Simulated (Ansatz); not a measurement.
CdIn2O4:
```
CdIn2O4
1.0
    0.00000     4.60048     4.60048
    4.60048     0.00000     4.60048
    4.60048     4.60048     0.00000
In Cd O
4 2 8
Direct
  0.62500   0.62500   0.62500
  0.12500   0.62500   0.62500
  0.62500   0.12500   0.62500
  0.62500   0.62500   0.12500
  0.25000   0.25000   0.25000
  0.00000   0.00000   0.00000
  0.86188   0.86188   0.86188
  0.41437   0.86188   0.86188
  0.86188   0.41437   0.86188
  0.86188   0.86188   0.41437
  0.38812   0.38812   0.38812
  0.83563   0.38812   0.38812
  0.38812   0.83563   0.38812
  0.38812   0.38812   0.83563
```

DFT-r²SCAN in the program Ansatz with PAW potentials gives a gap of 1.57 eV without spin–orbit coupling, maximum at L, minimum at Γ.

Question: What happens when spin–orbit coupling is switched on?

Answer: The gap decreases by 0.01 eV, to 1.56 eV; maximum at L, minimum at Γ.

Question: Give the electron effective mass with spin–orbit coupling.

Answer: 0.20 mₑ (isotropic).

Question: Give the hole effective mass with spin–orbit coupling.

Answer: 1.3, 1.3, 7.1 mₑ (principal values).

Space group Fd-3m (spinel). Symmetry was held in the r²SCAN relaxation.

Potentials: the later of the program's two PAW sets.
